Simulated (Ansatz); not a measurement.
NaBPt₃:
```
CELL_PARAMETERS angstrom
      5.53143     0.00000     0.00000
     -2.76571     4.79035     0.00000
      0.00000     0.00000     5.50412
ATOMIC_POSITIONS crystal
  B  0.33333 0.66667 0.50000
  B  0.66667 0.33333 0.50000
  Pt 0.50000 0.00000 0.24144
  Pt 0.50000 0.50000 0.24144
  Pt 0.00000 0.50000 0.24144
  Pt 0.00000 0.50000 0.75856
  Pt 0.50000 0.50000 0.75856
  Pt 0.50000 0.00000 0.75856
  Na 0.00000 0.00000 0.00000
  Na 0.00000 0.00000 0.50000
```

Relaxed with PBEsol. Special points in fractions of this cell's reciprocal vectors: Γ (0.000, 0.000, 0.000); M (0.500, 0.000, 0.000); K (0.333, 0.333, 0.000); A (0.000, 0.000, 0.500); L (0.500, 0.000, 0.500); H (0.333, 0.333, 0.500).

Task: List the band energies nearest the Fermi level at these points for PBEsol (plane waves, PAW; program Ansatz).

Result: In eV from the Fermi level; about four levels below and three above (degenerate sets whole), none deeper than 8.9 eV; points with the same levels are listed once.

| k | below | above |
|---|---|---|
| Γ | -0.91 -0.91 -0.70 -0.17 -0.17 | 0.24 0.38 0.59 0.59 |
| M | -1.34 -0.89 -0.81 -0.76 | 0.56 0.94 1.26 |
| K | -1.40 -1.16 -1.16 -0.55 | 0.23 0.23 1.90 1.90 |
| A | -1.70 -1.70 -1.65 -1.65 -1.61 | 0.30 0.33 0.54 |
| L | -1.94 -1.88 -1.73 -1.73 | 1.49 1.62 1.82 |
| H | -1.71 -1.71 -0.80 -0.49 | 4.29 4.47 4.47 |

Space group P6/mmm. The workflow started from an entry of the Crystallography Open Database (COD). Its standing as an ambient phase is unchecked. The PBEsol relaxation kept the symmetry of its start; its stability against distortions is not shown here. No spin polarisation was allowed. Scalar-relativistic: spin–orbit coupling is off unless named, which matters more the heavier the elements.

Potentials: the later of the program's two PAW sets.
